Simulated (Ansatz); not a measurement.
AlN (wurtzite)

```
AlN
1.0
    6.26060     0.00000     0.00000
   -1.56515     2.71092     0.00000
    0.00000     0.00000     5.01801
Al N
4 4
Direct
  0.33333   0.33333   0.00337
  0.83333   0.33333   0.00337
  0.16667   0.66667   0.50337
  0.66667   0.66667   0.50337
  0.33333   0.33333   0.62183
  0.83333   0.33333   0.62183
  0.16667   0.66667   0.12183
  0.66667   0.66667   0.12183
```

The atoms are displaced by Q × the pattern below (from a DFPT mode at M = (0.5, 0.0, 0.0), largest move 1; Q in Å), at fixed cell. (q is in reciprocal vectors of the primitive cell; the cell shown is doubled to hold the pattern.)

```tsv
atom	x	y	z
Al1	0.852	0.492	0.182
Al2	-0.852	-0.492	-0.182
Al3	-0.852	-0.492	0.182
Al4	0.852	0.492	-0.182
N5	0.520	0.300	-0.535
N6	-0.520	-0.300	0.535
N7	-0.520	-0.300	-0.535
N8	0.520	0.300	0.535
```

Method: PBE (plane waves to 420 eV, PAW, scalar-relativistic; Ansatz, an electronic-structure program). k mesh 6×12×7 (Γ-centred), Fermi-Dirac smearing 0.05 eV. E stands for the smeared free energy. AlN was relaxed with its symmetry unable to fall. The zero of ΔE is the undisplaced structure.

| Q (Å) | ΔE (meV/cell) |
|---|---|
| -0.2800 | 4800 |
| -0.2333 | 3376 |
| -0.1867 | 2185 |
| -0.1400 | withheld |
| -0.0933 | 555 |
| -0.0467 | 139 |
| 0.0000 | 0 |
| 0.0467 | 139 |
| 0.0933 | 555 |
| 0.1400 | withheld |
| 0.1867 | 2185 |
| 0.2333 | 3376 |
| 0.2800 | 4800 |

Task: Fit an even polynomial form (powers 2, 4) to the given rows and predict ΔE at Q = -0.1400.

Result: Least squares on the 11 given rows: ΔE = (63870)·Q² + (-33810)·Q⁴, in meV/cell with Q in Å; root-mean-square residual 0.7 meV/cell. At -0.1400 the fit gives 1239 meV/cell; the calculation gives 1240 meV/cell, so the interpolation is off by -1 (-0.1 %). The quadratic term alone would give 1252 meV/cell.

(A displaced cell: forces are minus the slopes of the energy, force constants its curvatures, and phonons follow from these.)
